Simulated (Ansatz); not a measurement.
Relaxed-ion elastic tensor of BeS in space group P6_422 (No. 181; Be on 3c, S on 3d) in GPa (Voigt order), r²SCAN (plane waves, PAW; program Ansatz); density 2.53 g/cm³, 13.46 Å³ per atom.

```
 203  55.0  48.7   0.0   0.0   0.0
55.0   203  48.7   0.0   0.0   0.0
48.7  48.7   224   0.0   0.0   0.0
 0.0   0.0   0.0  68.4   0.0   0.0
 0.0   0.0   0.0   0.0  68.4   0.0
 0.0   0.0   0.0   0.0   0.0  73.9
```

### Question
Is the crystal mechanically stable?

### Answer
Yes: the smallest eigenvalue of C is 68.4 GPa.

### Question
Work out the Voigt, Reuss and Hill averages.

### Answer
K_V = 104, K_R = 104, K_H = 104; G_V = 74.0, G_R = 73.5, G_H = 73.7 GPa.

### Question
Give Young's modulus, Poisson's ratio, Pugh's ratio and the universal anisotropy index.

### Answer
E = 9KG/(3K + G) = 179 GPa; ν = 0.21; K/G = 1.41 (brittle by the Pugh limit of 1.75); A_U = 5G_V/G_R + K_V/K_R − 6 = 0.03.

### Question
Estimate the sound speeds and the Debye temperature.

### Answer
v_l = √((K + 4G/3)/ρ) = 8930 m/s, v_t = √(G/ρ) = 5390 m/s, mean 5960 m/s; Θ = (h/k)(3n/4πV)^(1/3) v_m = 746 K.

### Question
Solve the Christoffel equation for the three sound speeds along x, y, z.

### Answer
Eigenvalues of C_ijkl n_j n_l equal ρv² (piezoelectric stiffening left out). In km/s, slowest first: x 5.20, 5.40, 8.95; y 5.20, 5.40, 8.95; z 5.20, 5.20, 9.41.

### Question
How much does each axis shrink under pressure?

### Answer
Linear compressibilities β_i = Σ_j S_ij (j = 1 to 3): x 3.3, y 3.3, z 3.0 per TPa.

The start of the workflow was typed in or built on a structure type; neither database checked (COD, Materials Project) lists it. COD files the formula under space group No. 216, so this cell is another polymorph or a model. Its standing as an ambient phase is unchecked. Symmetry was held in the r²SCAN relaxation; whether a distortion lowers the energy is not shown.

Potentials: the later of the program's two PAW sets.
